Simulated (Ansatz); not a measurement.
BAs (zinc blende, F-43m), a = 4.784 Å, b = 4.784 Å, c = 4.784 Å, α = 90.00°, β = 90.00°, γ = 90.00°; the cell used has 2 atoms.

Relaxed with r²SCAN. The program Ansatz at the r²SCAN level (PAW) gives a gap of 1.37 eV.

What gap does HSE06 give on the same cell (Ansatz, PAW)?

1.83 eV, 0.45 eV more. The hybrid was solved on a coarser mesh and at special points; its gap is the smallest among all of these.

```json
[
 {"k": "Γ", "v1 r²SCAN": "0.00", "c1 r²SCAN": "3.44", "v1 HSE06": "___", "c1 HSE06": "___"},
 {"k": "X", "v1 r²SCAN": "-4.29", "c1 r²SCAN": "1.62", "v1 HSE06": "___", "c1 HSE06": "___"},
 {"k": "L", "v1 r²SCAN": "-1.93", "c1 r²SCAN": "2.94", "v1 HSE06": "___", "c1 HSE06": "___"},
 {"k": "W", "v1 r²SCAN": "-5.41", "c1 r²SCAN": "5.70", "v1 HSE06": "-5.64", "c1 HSE06": "6.18"},
 {"k": "K", "v1 r²SCAN": "-3.67", "c1 r²SCAN": "2.28", "v1 HSE06": "___", "c1 HSE06": "___"}
]
```

Top valence (v1) and lowest conduction level (c1) in eV from each method's valence maximum (which need not be a listed point): supply the withheld HSE06 values.


- L, v1 HSE06: -1.98
- L, c1 HSE06: 3.53
- Γ, v1 HSE06: 0.00
- Γ, c1 HSE06: 4.11
- K, v1 HSE06: -3.80
- K, c1 HSE06: 2.75
- X, v1 HSE06: -4.45
- X, c1 HSE06: 2.07

Cost on shared cores: the r²SCAN run (SCF on a 10×10×10 mesh, then bands and DOS) around 19 core-seconds (rough), the HSE06 run (SCF on 7×7×7, then a few points) about 80 core-seconds (a rough figure); the tasks are unlike.

The cell was relaxed with r²SCAN under the symmetry of its start. Scalar-relativistic: spin–orbit coupling is off unless named, which matters more the heavier the elements.

Potentials: the later of the program's two PAW sets.
